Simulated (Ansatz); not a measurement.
Pb2Au (I4/mcm): electronic heat capacity and spin susceptibility from the density of states

The calculation used DFT r2SCAN, scalar-relativistic, plane waves, PAW (Ansatz).

Settings: cutoff 500 eV, Γ-centred mesh 8×8×8 on the computed 6-atom cell, Gaussian smearing of 0.10 eV; no spin polarisation.

Relaxed cell: I4/mcm, a = 7.403 Å, b = 7.403 Å, c = 5.738 Å, α = 90.00°, β = 90.00°, γ = 90.00°, 6 atoms in the primitive cell. Whether it is the stable form of this composition wasn't checked.

The density of states at the Fermi level is 2.153 states/eV in the cell of 6 atoms (2 formula units; both spins, tetrahedra on a 12×12×12 mesh).

Question: What Sommerfeld coefficient and Pauli susceptibility does this give?

Answer: Per formula unit N(E_F) = 1.076 states/eV. γ = (π²/3) k_B² N(E_F) N_A = 2.357 mJ/(mol K²) per state/eV, so γ = 2.5 mJ/(mol K²), a mole of formula units. χ_P = μ_B² N(E_F) N_A = 3.23×10⁻⁵ emu/mol per state/eV gives 3.5×10⁻⁵ emu/mol. This is the bare band result: a measured γ of the same phase is as a rule larger by a factor 1 + λ from phonons and spin fluctuations, the spin part of χ is larger by the Stoner factor, and a measured χ also holds orbital and core terms. N(E_F) at one energy is sensitive to the mesh where the density of states has sharp peaks.

Spin-orbit coupling is left out, which matters for the bands of heavy elements.

Cost: 1 run of about 8 core-minutes, on Intel Xeon Processor @ 2.50GHz (Skylake/Cascade Lake) (shared hosts).